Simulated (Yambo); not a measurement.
A BSE run in Yambo for KScS$_{2}$O$_{8}$ (space group C2/m, No. 12) (LDA bands; 4×4×2 mesh, 18 valence and 15 conduction bands, static screening with 109 bands and a 3 Ry block, scissor 3.81 eV, Tamm-Dancoff; field along x) gives:

```json
[
 {"state": "1", "energy (eV)": "6.45", "states within 2 meV": "1", "relative strength": "< 0.01", "class": "dark"},
 {"state": "2", "energy (eV)": "6.67", "states within 2 meV": "1", "relative strength": "< 0.01", "class": "dark"},
 {"state": "3", "energy (eV)": "6.68", "states within 2 meV": "1", "relative strength": "0.03", "class": "weak"},
 {"state": "4", "energy (eV)": "6.70", "states within 2 meV": "1", "relative strength": "< 0.01", "class": "dark"},
 {"state": "5", "energy (eV)": "6.79", "states within 2 meV": "3", "relative strength": "0.08", "class": "strong"}
]
```

Axes are Cartesian, with cell vectors (Å) (4.27, -2.68, 0.00), (4.27, 2.68, 0.00), (-0.66, 0.00, 8.16).

What changes when the light is polarised along y instead?

The energies stay; the strengths change. The first strong state is now at 6.67 eV instead of 6.79 eV.
```tsv
state	energy (eV)	states within 2 meV	relative strength	class
1	6.45	1	0.01	weak
2	6.67	1	0.33	strong
3	6.68	1	< 0.01	dark
4	6.70	1	0.02	weak
5	6.79	3	0.10	strong
```
Each run's strengths are scaled to its own strongest state. These are vertical excitations (zero momentum). The scissor comes from a G0W0 run whose convergence isn't established.

Geometry of the Materials Project entry, not relaxed at this level; primitive cell a = b = 5.044 Å, c = 8.183 Å, α = β = 93.94°, γ = 64.31°.

The structure is a Materials Project entry; no match was found in the copy of COD used, and its stability was not checked.
